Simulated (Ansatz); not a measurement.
LaAl2Ge2:
```yaml
crystal:
  lattice:
    - [4.29468, 0.00000, 0.00000]
    - [-2.14734, 3.71930, 0.00000]
    - [0.00000, 0.00000, 7.04827]
  atoms:
    - { symbol: Ge, position: [0.33333, 0.66667, 0.27280] }
    - { symbol: Ge, position: [0.66667, 0.33333, 0.72720] }
    - { symbol: Al, position: [0.33333, 0.66667, 0.63576] }
    - { symbol: Al, position: [0.66667, 0.33333, 0.36424] }
    - { symbol: La, position: [0.00000, 0.00000, 0.00000] }
```

Relaxed with r²SCAN. Special points in fractions of this cell's reciprocal vectors: Γ (0.000, 0.000, 0.000); M (0.500, 0.000, 0.000); K (0.333, 0.333, 0.000); A (0.000, 0.000, 0.500); L (0.500, 0.000, 0.500); H (0.333, 0.333, 0.500).

Question: List the band energies nearest the Fermi level at these points for the program Ansatz at the r²SCAN level (PAW).

Answer: In eV from the Fermi level; about four levels below and three above (degenerate sets whole), none deeper than 8.9 eV; points with the same levels are listed once.

```csv
k,below,above
Γ,-0.92 -0.74 -0.74 -0.23,0.43 1.00 1.00
M,-3.06 -2.90 -2.43 -1.03,1.39 1.76 1.81
K,-5.06 -2.70 -2.70 -2.47,1.40 1.54 1.54
A,-2.01 -2.01 -1.76 -1.76 -0.59,0.45 0.69 0.69
L,-1.58 -1.29 -0.82 -0.09,1.49 1.85 1.99
H,-4.51 -3.50 -2.68 -2.68,0.62 0.62 1.61
```

Space group P-3m1. The workflow started from an entry of the Crystallography Open Database (COD). Whether it is the stable phase at ambient conditions was not checked. Symmetry was held in the r²SCAN relaxation; whether a distortion lowers the energy is not shown. Spin–orbit coupling is left out wherever it is not named.

Potentials: the later of the program's two PAW sets.
